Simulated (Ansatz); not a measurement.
B₂O in space group P-3m1 (No. 164; B on 2c, B on 2d, O on 2d), LDA in the plane-wave PAW code Ansatz, all energies at zero smearing, with the estimated change up to a 700 eV cutoff added, with one set of potentials and settings (totals compare only within such a set). Cell of 6 atoms (4 B, 2 O): -1707.581 eV.

```tsv
element	reference phase	E (eV/atom)
B	R-3m, 12 atoms in the cell	-149.7758
O	C2/m, 4 atoms in the cell, spin-polarised	-552.6518
```

Formation energy per atom, worked out: (-1707.581 − 4×(-149.7758) − 2×(-552.6518))/6 = -0.529 eV/atom (-51 kJ per mol of atoms), at 0 K, without zero-point energy or fitted corrections.

The workflow started from an entry of the Crystallography Open Database (COD). Its standing as an ambient phase is unchecked. The LDA relaxation kept the symmetry of its start. At this level the phase is mechanically unstable. A crystal of weakly bound layers computed without a dispersion correction: the cell and the soft elastic constants depend strongly on that. The references are the lowest solids computed at this level, not always the standard phases (solids in place of the gases).

Potentials: the later of the program's two PAW sets.
